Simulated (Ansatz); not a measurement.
BP in space group P4_2/mnm (No. 136; B on 4f, P on 4g), plane-wave PAW PBEsol (Ansatz code). The conduction-band minimum lies on the Γ–Z line, 59 % of the way from Γ, with 2 equivalent valleys. Second derivatives d²E/dk² of the lowest band at one valley (eV·Å²), along Cartesian directions:

```json
[
 {"direction": "[100]", "d²E/dk²": "24.00"},
 {"direction": "[010]", "d²E/dk²": "24.00"},
 {"direction": "[001]", "d²E/dk²": "16.53"},
 {"direction": "[110]", "d²E/dk²": "23.99"},
 {"direction": "[101]", "d²E/dk²": "20.26"},
 {"direction": "[011]", "d²E/dk²": "20.26"}
]
```

Question: Find the principal effective masses, the density-of-states mass and the conductivity mass.

Answer: Off-diagonal terms follow from H_xy = H[110] − (H_xx + H_yy)/2, and m*/mₑ = 7.620 eV·Å² over each eigenvalue: 0.32, 0.32, 0.46. One valley's DOS mass (m₁m₂m₃)^(1/3) = 0.36, conductivity mass 3/(Σ 1/mᵢ) = 0.35 mₑ.

Question: What effective density of states Nc follows at 300 K for parabolic valleys?

Answer: Nc = 2.509e19 × 2 × (0.36)^(3/2) ≈ 1.1e19 cm⁻³.

Question: With the computed static dielectric constant 9.14 (mean of the diagonal), estimate a hydrogenic donor's binding energy and radius.

Answer: E = 13.606 eV × 0.35/9.14² ≈ 57 meV; a = 0.529 Å × ε/m* ≈ 14 Å. Semilocal masses tend to be too small when the gap is underestimated.

The start of the workflow was typed in or built on a structure type; neither database checked (COD, Materials Project) lists it. It is not the phase usual at ambient conditions (space group No. 216). The PBEsol relaxation kept the symmetry of its start; its stability against distortions is not shown here.

Potentials: the earlier of the program's two PAW sets. The files were generated under PBE; for other functionals the program regenerates the frozen cores, and for LDA and PBEsol the local potential too.
